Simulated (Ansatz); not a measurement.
What DFT gives for YbCo$_{3}$B$_{2}$

```
Co Yb B
1.0
     4.99036    0.00000    0.00000
    -2.49518    4.32178    0.00000
     0.00000    0.00000    3.02325
Co Yb B
3 1 2
Direct
  0.50000 0.00000 0.50000
  0.50000 0.50000 0.50000
  0.00000 0.50000 0.50000
  0.00000 0.00000 0.00000
  0.33330 0.66670 0.00000
  0.66660 0.33330 0.00000
```

Level: r2SCAN, with U = 3.41 eV and J = 0.77 eV on Co d, U = 5.92 eV and J = 0.62 eV on Yb f (all-electron-ortho-atomic projectors), no spin polarisation; 500 eV; 6×6×8 Γ-centred mesh; fermi-dirac occupations (width 0.0154 eV); Ansatz 0.2.0, fixed geometry.

Q: Describe some of the short contacts.

A: Co–B at 2.09 Å: least valence density 0.54 e/Å³ and ELF 0.48 there. Yb–B at 2.88 Å: least valence density 0.17 e/Å³ and ELF 0.09 there. Yb–Co at 2.92 Å: least valence density 0.18 e/Å³ and ELF 0.11 there. These are pseudo-fields; inside the PAW spheres they differ from the all-electron ones.

Q: Metal or insulator?

A: It is a metal, with about 3.9 states/eV a cell as the mean within 0.25 eV of the Fermi level, mostly Co d (63 %) and B p (14 %).

Q: Is the cell too large or too small?

A: The pressure is -5.2 GPa (compression positive), so with the atoms held at these fractions the cell would first shrink. The principal stresses -13.5, -1.0, -1.0 GPa differ, so its shape would change too.

Q: Are the atoms at rest?

A: Nearly at rest: the largest force is 0.002 eV/Å.

Origin: a database entry at a rescaled volume. Caveats: no spin polarisation, so a magnetic state may lie lower.
